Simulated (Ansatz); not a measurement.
Starting cell, P (black-P type, space group Cmce):

```xyz
4
Lattice="1.6511 -5.3454 0.0000 1.6511 5.3454 0.0000 0.0000 0.0000 4.4666" Properties=species:S:1:pos:R:3 pbc="T T T"
P      1.6511     1.0594     2.6132
P      1.6511    -1.0594     1.8534
P      1.6511    -4.2861     4.0867
P      1.6511     4.2861     0.3799
```

In this cell atom 2 (P, nearest neighbour P at 2.213 Å; its periodic images, 3.3 Å or more away, move with it) is moved by s along Cartesian z, unit vector (0.000, 0.000, 1.000); all other atoms and the cell stay fixed.

Computed with r2SCAN+rVV10 (plane waves to 500 eV, PAW, scalar-relativistic; Ansatz, a program for electronic structure). k mesh 8×8×6 (Γ-centred), Fermi-Dirac smearing 0.05 eV. With partly filled bands, energies and forces of such displacements shift with the k mesh and the smearing. F∥ is the force on the atom along that direction. P was relaxed with its symmetry unable to fall. The PAW data are Ansatz's earlier set. 

```csv
s (Å),F∥ (eV/Å)
-0.440,7.043
-0.352,5.627
-0.264,4.181
-0.176,2.718
-0.088,1.307
0.000,0.003
0.088,-1.139
0.176,-2.092
0.264,-2.839
0.352,-3.356
0.440,-3.595
```

### Question
What is the force constant k = d²E/ds² of this move at s = 0?

### Answer
14.0 eV/Å². The forces along the line at the two nearest points give (1.307 − (-1.139)) / (2·0.088) = 13.90 eV/Å²; the next pair corrects for the finite step.

(A displaced cell: forces are minus the slopes of the energy, force constants its curvatures, and phonons follow from these.)
